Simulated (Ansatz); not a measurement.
## Which element?

Cell vectors (Å):

```
3.0520 0.0000 0.0000
0.0000 3.0520 0.0000
0.0000 0.0000 3.3894
```

```tsv
atom	a	b	c
X	0.0000	0.0000	0.0000
Ru	0.5000	0.5000	0.5000
```

Theory: r²SCAN, PAW on Ansatz 0.2.0's default frozen-core files (fitted under PBE), scalar-relativistic. k mesh 14×14×14, strains of ±0.005, Fermi-Dirac smearing of 0.100 eV.

Elastic constants of a crystal by Kohn-Sham DFT: slopes of the stress over finite engineering strains of the given cell, Voigt indices, Cartesian axes as in the cell vectors.

```
index  elastic (GPa)
   11            347
   12          198.1
   13          200.5
   33          340.6
   44           51.6
   66           55.3
```

All X atoms are one element. Which one was computed?

Nb; the crystal is NbRu (P4/mmm, a database entry that needn't be its stable phase).

Keep in mind: frozen-core PAW files fitted under PBE, their cores solved anew for the functional of the run; responses of metals move with mesh and smearing; the softest shear constant rests on one k mesh, and a soft shear can herald a distortion on cooling; elastic stability says nothing of phonons or of other phases.
